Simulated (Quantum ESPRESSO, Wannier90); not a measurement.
**Wannierisation of InAs (wurtzite)**

```
begin unit_cell_cart
ang
    4.3114000321    0.0000000000    0.0000000000
   -2.1557000160    3.7337819537    0.0000000000
    0.0000000000    0.0000000000    7.0887900000
end unit_cell_cart
begin atoms_frac
In  -0.3333333333  0.3333333333 -0.4994100000
In   0.3333333333 -0.3333333333  0.0005900000
As  -0.3333333333  0.3333333333 -0.1250900000
As   0.3333333333 -0.3333333333  0.3749100000
end atoms_frac
```

Structure: Materials Project mp-1007652, symmetrised, not relaxed again. Not found in the COD (Crystallography Open Database) copy used, which has the formula in other groups; not checked further. Method: PBEsol plane waves in Quantum ESPRESSO 7.5 (PseudoDojo norm-conserving files, 68 Ry, spinors with spin-orbit coupling), Bloch states on a 4×4×4 mesh through Γ, Wannier90 4.0.1. Density: 12×12×6 mesh, cold smearing 0.01 Ry. With spin-orbit coupling a semilocal functional can close or falsely invert a small gap; the band order was not checked against a better method.

A tight-binding model is made by disentanglement and projection with no localisation steps (num_iter = 0), so the 32 orbitals stay atom-like: hydrogen-like In: s;p; As: s;p, axes along x, y, z; frozen window up to 3.00 eV relative to the Fermi level. It follows pw.x to 43 meV rms for states up to 1.0 eV relative to the Fermi level. Matrix elements depend on this choice of orbitals and windows.

**Question.** What are the on-site energies relative to the Fermi level, and how fast do the hoppings decay?

**Answer.** 
```
atom                 orbitals  energy (eV)
----  -----------------------  -----------
In1                     s↑ s↓        -2.27
In1                   pz↑ pz↓         3.03
In1           px↑ px↓ py↑ py↓         3.08
In2                     s↑ s↓        -2.27
In2                   pz↑ pz↓         3.03
In2           px↑ px↓ py↑ py↓         3.08
As3                     s↑ s↓        -8.50
As3   pz↑ pz↓ px↑ px↓ py↑ py↓         0.39
As4                     s↑ s↓        -8.50
As4   pz↑ pz↓ px↑ px↓ py↑ py↓         0.39
```

```csv
distance of the centres (Å),largest modulus (eV)
2–3,2.0
3–4,2.4
4–5,0.41
5–6,0.080
6–7,0.15
```
